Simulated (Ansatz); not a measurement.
This run works on a generated trial structure, not on a known crystal.

Input and command of a plane-wave DFT calculation in Ansatz:

```yaml
crystal:
  lattice:
    - [0.0, 5.0945, 5.0945]
    - [5.0945, 0.0, 5.0945]
    - [5.0945, 5.0945, 0.0]
  atoms:
    - { symbol: Zn, position: [0.0, 0.0, 0.0] }
    - { symbol: Cu, position: [0.5, 0.5, 0.5], spin: 1.0 }
    - { symbol: C, position: [0.81185592, 0.18814408, 0.18814408] }
    - { symbol: C, position: [0.18814408, 0.81185592, 0.18814408] }
    - { symbol: C, position: [0.18814408, 0.18814408, 0.81185592] }
    - { symbol: C, position: [0.18814408, 0.81185592, 0.81185592] }
    - { symbol: C, position: [0.81185592, 0.18814408, 0.81185592] }
    - { symbol: C, position: [0.81185592, 0.81185592, 0.18814408] }
    - { symbol: "N", position: [0.6970262, 0.3029738, 0.3029738] }
    - { symbol: "N", position: [0.3029738, 0.6970262, 0.3029738] }
    - { symbol: "N", position: [0.3029738, 0.3029738, 0.6970262] }
    - { symbol: "N", position: [0.3029738, 0.6970262, 0.6970262] }
    - { symbol: "N", position: [0.6970262, 0.3029738, 0.6970262] }
    - { symbol: "N", position: [0.6970262, 0.6970262, 0.3029738] }
basis:
  ecutwfc: 420
kpoints:
  mp_grid: { grid: [4, 4, 4] }
hamiltonian:
  xc: pbe
scf:
  occupations: { method: gaussian, width: 0.1 }
  lower_state_search: "off"
output:
  forces: true
  stress: true
  eigenvalues: true
  populations: true
magnetization:
  spin_polarized: true
relax:
  adjacent_minimum: "off"
  f_tol: 0.04
  max_steps: 70
  cell: { stress_tol: 0.4 }
```

```bash
ansatz run input.yaml --threads 1 --pin off --max-ram 2560MiB --backend cpu --events-out ev --progress --plain --runs-dir out
```

Processor: Arm Neoverse N1, 1 thread, on a host shared with other jobs.

**Question.** How long does it run, and how much memory does it take?

**Answer.** About 5.1 min, peak memory 0.72 GiB. It solves 57 bands at 8 k points (after reduction by symmetry) with about 5817 plane waves (on the last cell), in 99 SCF iterations over 6 ionic steps.
